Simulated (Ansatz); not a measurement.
The following input was run with Ansatz 0.2.0.

```yaml
crystal:
  lattice:
    - [15.0, 0.0, 0.0]
    - [0.0, 15.5, 0.0]
    - [0.0, 0.0, 16.0]
  atoms:
    - { symbol: H, position: [0.5017059536, 0.4990634116, 0.432210296] }
    - { symbol: C, position: [0.4981095349, 0.5009694297, 0.4981185873] }
    - { symbol: H, position: [0.4332692421, 0.4988705723, 0.5238755595] }
    - { symbol: H, position: [0.5335063326, 0.4442486882, 0.5209015848] }
    - { symbol: H, position: [0.5334089368, 0.5568478981, 0.5248939725] }
  symmetry: { detect: false }
basis:
  ecutwfc: 420
kpoints:
  mp_grid: { grid: [1, 1, 1] }
hamiltonian:
  xc: pbesol
scf:
  occupations: { method: gaussian, width: 0.005 }
output:
  forces: true
  eigenvalues: true
relax:
  adjacent_minimum: "off"
  f_tol: 0.01
  max_steps: 80
```

It can be run as
```bash
ansatz run input.yaml --threads 4 --pin off --backend cpu --events-out ev --progress --plain --runs-dir out  # memory cap (--max-ram) not shown
```

Computed with DFT PBEsol, scalar-relativistic, plane waves, PAW in Ansatz 0.2.0.

Part of what the program printed, abridged (iterations and final results):

```
SCF iter   1: F=—  HF=-310.304787 eV  |F-HF|=—  |Δ(HF+E_count)|=         —  Δρ=4.83e-4  dr2=2.13e-2  ethr=1.77e-3  ⟨swp⟩=12.0  Hψ=117  notcnv=0
SCF iter   2: F=—  HF=-310.305951 eV  |F-HF|=—  |Δ(HF+E_count)|=   1.16e-3  Δρ=2.27e-4  dr2=3.33e-3  ethr=2.66e-4  ⟨swp⟩=3.0  Hψ=31  notcnv=0  defer=1
SCF iter   3: F=—  HF=-310.309518 eV  |F-HF|=—  |Δ(HF+E_count)|=   3.57e-3  Δρ=8.28e-5  dr2=4.30e-4  ethr=4.16e-5  ⟨swp⟩=6.0  Hψ=21  notcnv=0  defer=1
SCF iter   4: F=—  HF=-310.310857 eV  |F-HF|=—  |Δ(HF+E_count)|=   1.34e-3  Δρ=9.76e-6  dr2=2.74e-6  ethr=5.37e-6  ⟨swp⟩=10.0  Hψ=37  notcnv=0  defer=1
SCF iter   5: F=-310.310855 eV  HF=-310.310855 eV  |F-HF|=6.82e-7  |Δ(HF+E_count)|=   1.99e-6  Δρ=1.30e-6  dr2=4.74e-8  ethr=3.42e-8  ⟨swp⟩=3.0  Hψ=17  notcnv=0  defer=1
SCF iter   6: F=-310.310855 eV  HF=-310.310855 eV  |F-HF|=3.49e-9  |Δ(HF+E_count)|=   6.89e-7  Δρ=3.08e-7  dr2=3.54e-9  ethr=5.92e-10  ⟨swp⟩=16.0  Hψ=92  notcnv=0
SCF 1 converged in 6 iterations: F = -310.310855 eV  dr2 = 3.54e-9
relax step   1: F+E_penalty+E_count = -310.31085545 eV  Δ(F+E_penalty+E_count) = +0.000e0 eV  max|allowed force component| = 1.568e0 eV/Å  Δτ_max = 0.0000 Å  (6 SCF iters, dr2 threshold 2.50e-6 eV, accepted)
Initial density: handed on by an earlier stage of this run
Initial wavefunctions: those handed on with the density
SCF iter   1: F=—  HF=-310.397020 eV  |F-HF|=—  |Δ(HF+E_count)|=         —  Δρ=8.82e-4  dr2=2.61e-2  ethr=3.23e-4  ⟨swp⟩=1.0  Hψ=50  notcnv=0  defer=1
SCF iter   2: F=—  HF=-310.390192 eV  |F-HF|=—  |Δ(HF+E_count)|=   6.83e-3  Δρ=2.82e-4  dr2=2.02e-3  ethr=3.23e-4  ⟨swp⟩=2.0  Hψ=12  notcnv=0  defer=1
SCF iter   3: F=—  HF=-310.389869 eV  |F-HF|=—  |Δ(HF+E_count)|=   3.23e-4  Δρ=1.32e-4  dr2=2.24e-4  ethr=2.52e-5  ⟨swp⟩=3.0  Hψ=17  notcnv=0  defer=1
SCF iter   4: F=-310.389972 eV  HF=-310.389964 eV  |F-HF|=7.51e-6  |Δ(HF+E_count)|=   9.51e-5  Δρ=2.65e-5  dr2=9.68e-6  ethr=1.25e-6  ⟨swp⟩=15.0  Hψ=86  notcnv=0
SCF 2 converged in 4 iterations: F = -310.389972 eV  dr2 = 9.68e-6
relax step   2: F+E_penalty+E_count = -310.38997181 eV  Δ(F+E_penalty+E_count) = -7.912e-2 eV  max|allowed force component| = 6.091e-1 eV/Å  Δτ_max = 0.0296 Å  (4 SCF iters, dr2 threshold 1.00e-4 eV, accepted)
SCF iter   1: F=—  HF=-310.403536 eV  |F-HF|=—  |Δ(HF+E_count)|=         —  Δρ=4.18e-4  dr2=4.69e-3  ethr=1.51e-3  ⟨swp⟩=2.0  Hψ=33  notcnv=0  defer=1
SCF iter   2: F=—  HF=-310.402674 eV  |F-HF|=—  |Δ(HF+E_count)|=   8.62e-4  Δρ=1.54e-4  dr2=4.30e-4  ethr=5.86e-5  ⟨swp⟩=2.0  Hψ=25  notcnv=0  defer=1
SCF iter   3: F=—  HF=-310.402721 eV  |F-HF|=—  |Δ(HF+E_count)|=   4.68e-5  Δρ=7.12e-5  dr2=7.21e-5  ethr=5.38e-6  ⟨swp⟩=4.0  Hψ=21  notcnv=0  defer=1
SCF iter   4: F=-310.402768 eV  HF=-310.402765 eV  |F-HF|=3.01e-6  |Δ(HF+E_count)|=   4.35e-5  Δρ=1.25e-5  dr2=2.78e-6  ethr=2.90e-7  ⟨swp⟩=16.0  Hψ=87  notcnv=0
SCF 3 converged in 4 iterations: F = -310.402768 eV  dr2 = 2.78e-6
relax step   3: F+E_penalty+E_count = -310.40276751 eV  Δ(F+E_penalty+E_count) = -1.280e-2 eV  max|allowed force component| = 6.429e-3 eV/Å  Δτ_max = 0.0203 Å  (4 SCF iters, dr2 threshold 2.32e-5 eV, accepted)
SCF iter   1: F=—  HF=-310.402763 eV  |F-HF|=—  |Δ(HF+E_count)|=         —  Δρ=1.25e-5  dr2=2.78e-6  ethr=3.47e-8  ⟨swp⟩=1.0  Hψ=42  notcnv=0
SCF iter   2: F=—  HF=-310.402767 eV  |F-HF|=—  |Δ(HF+E_count)|=   3.67e-6  Δρ=6.23e-6  dr2=6.38e-7  ethr=3.47e-8  ⟨swp⟩=3.0  Hψ=14  notcnv=0
SCF iter   3: F=—  HF=-310.402768 eV  |F-HF|=—  |Δ(HF+E_count)|=   1.08e-6  Δρ=2.17e-6  dr2=1.75e-7  ethr=7.97e-9  ⟨swp⟩=2.0  Hψ=15  notcnv=0
SCF iter   4: F=-310.402768 eV  HF=-310.402768 eV  |F-HF|=2.87e-9  |Δ(HF+E_count)|=   5.34e-8  Δρ=1.28e-7  dr2=3.50e-10  ethr=1.25e-9  ⟨swp⟩=12.0  Hψ=64  notcnv=0
SCF 4 converged in 4 iterations: F = -310.402768 eV  dr2 = 3.50e-10
relax step   4: F+E_penalty+E_count = -310.40276783 eV  Δ(F+E_penalty+E_count) = -3.187e-7 eV  max|allowed force component| = 6.825e-3 eV/Å  Δτ_max = 0.0000 Å  (4 SCF iters, accepted)
SCF converged after 4 iterations
Free energy (F): -310.402768 eV
Harris-Foulkes:  -310.402768 eV  (|F-HF|=2.87e-9)
Internal energy: -310.402768 eV  (E = F + TS)
E sigma→0 (E₀):  -310.402768 eV
Fermi energy:    -4.816687 eV
--- Per-component energies (eV) ---
  E_band       = -89.423184
  E_kinetic    = 145.374134
  E_local      = -812.650556  (includes V_loc(G=0)·N_el)
  E_nonlocal   = 33.885125
  E_hartree    = 329.072611
  E_xc         = -82.471146
  E_vxc        = -104.349909  (∫ρ·V_xc dr)
  E_paw        = -97.749847  (= ΣΔE_a)
  E_vpaw       = -9.821970  (= ΣTr[D̂ρ^β])
  E_aug_tail   = -0.005418  (compensation charges beyond the density's cutoff)
  E_ewald      = 174.121229
  E_core_change = 0.021101  (= ΣΔE_core)
  E_smearing   =  0.000000  (= −TS)
--- Forces (eV/Å), atoms counted from 1 ---
  atom   1  H      0.00076509    -0.00088422     0.00503460
  atom   2  C     -0.00060983     0.00531241     0.00682443
  atom   3  H      0.00403052    -0.00215796    -0.00337124
  atom   4  H     -0.00271479    -0.00058347    -0.00380601
  atom   5  H     -0.00146620    -0.00168507    -0.00468253
--- Band table (eV) ---
  k-point 0: bands = ["-16.8550", "-9.2884", "-9.2856", "-9.2826", "-0.3508", "0.2434", "0.4600", "0.4897", "0.5216"]
--- Relaxed structure (4 steps of the walk, 4 accepted, 0 SCFs on fresh bases) ---
  F+E_penalty+E_count = -310.40276783 eV   max|allowed force component| = 6.825e-3 eV/Å
  atoms:
    - { symbol: H, position: [0.50022810, 0.50093048, 0.43138197] }
    - { symbol: C, position: [0.49999784, 0.49998830, 0.49997887] }
    - { symbol: H, position: [0.43093789, 0.49911900, 0.52265843] }
    - { symbol: H, position: [0.53495515, 0.44218620, 0.52225922] }
    - { symbol: H, position: [0.53388100, 0.55777600, 0.52372148] }
```

The relaxation met its thresholds.